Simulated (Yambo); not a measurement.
A G0W0@PBEsol run in Yambo for SrCl$_{2}$ (fluorite, space group Fm-3m, No. 225) under isotropic strain of -1.5 % on all lattice vectors (4×4×4 Γ-centred k mesh, 152 bands and a 8 Ry block in the screening, 152 bands in G with the Bruneval-Gonze terminator, plasmon pole fitted at 27.2 eV) gives these matrix elements, in eV, at the band edges (X → X):

| state | E0 | <Vxc> | <Σx> | <Σc(E0)> | Z |
|---|---|---|---|---|---|
| valence edge | 0.000 | -14.766 | -19.059 | 2.078 | 0.812 |
| conduction edge | 5.303 | -8.838 | -4.362 | -3.421 | 0.861 |

Question: Solve the linearised quasiparticle equation for both states, give the gap, and say how exchange and correlation each act on it.

Answer: E = E0 + Z(Σx + Σc − Vxc). Valence: 0.000 + 0.812 × (-19.059 + (2.078) − (-14.766)) = -1.80 eV. Conduction: 5.303 + 0.861 × (-4.362 + (-3.421) − (-8.838)) = 6.21 eV. The gap is 8.01 eV, against 5.30 eV in PBEsol. Replacing Vxc by bare exchange alone would open it by 8.77 eV; correlation takes back 5.50 eV of that, and Z scales what is left. Convergence of the G0W0 settings was not tested. Among the k points computed, the smallest G0W0 gap is 7.85 eV, X → Γ. 

Geometry strained from the cell relaxed with PBEsol, atoms relaxed again; primitive cell a = 4.8101 Å, b = 4.8101 Å, c = 4.8101 Å, α = 60.00°, β = 60.00°, γ = 60.00°.
